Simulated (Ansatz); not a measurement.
## Nb: from a starting cell to a relaxed one

The start is a generated trial cell of Nb in the AFLOW prototype A_hR2_166_c (A7, as in As). A full variable-cell relaxation at zero pressure is run with r2SCAN (plane waves to 500 eV, PAW, scalar-relativistic; Ansatz, a program for electronic structure). The first steps use a coarse 11×11×11 k-mesh.

Initial structure:
```
Nb
1.0
    1.77522     1.02492     3.29192
   -1.77522     1.02492     3.29192
    0.00000    -2.04984     3.29192
Nb
2
Cartesian
  0.00000   0.00000   2.24713
  0.00000   0.00000   7.62863
```

How do the shortest distances between atoms change?

The closest pairs of elements (up to four, under 3.6 Å), start → end: Nb–Nb 2.38 → 2.81 Å.

What band gap does the relaxed structure have at this level?

No gap (metallic).

Give the final cell and atomic positions.


```cif
data_Nb3
_chemical_formula_sum 'Nb3'
_space_group_name_H-M_alt 'R-3m :H'
_space_group_IT_number 166
_space_group_name_Hall '-R 3 2"'
_cell_length_a 3.16129
_cell_length_b 3.16129
_cell_length_c 6.40684
_cell_angle_alpha 90.000
_cell_angle_beta 90.000
_cell_angle_gamma 120.000
loop_
_atom_site_label
_atom_site_type_symbol
_atom_site_symmetry_multiplicity
_atom_site_Wyckoff_symbol
_atom_site_fract_x
_atom_site_fract_y
_atom_site_fract_z
_atom_site_occupancy
Nb1 Nb 3 b 0.00000 0.00000 0.50000 1
```
(The calculation used a cell of 1 atom; values per cell refer to that cell.)

The space group stays R-3m (No. 166) (the run could not lower it); the end is AFLOW prototype A_hR1_166_a (A10, as in Hg), with 1 atom in the primitive cell. Final values are on a 18×18×18 k-mesh of the relaxed cell. The start holds a very short contact (Nb–Nb 2.38 Å). No spin polarisation in the result.

The run could not lose the symmetry of its start: the end is stationary, and may be a saddle point rather than a minimum.

The relaxed structure here is a generated cell of Nb: the first start was made by placing the elements on the sites of a structure type, and the end was not matched to a known phase here, so it may be hypothetical. Known forms of Nb include space group No. 229.
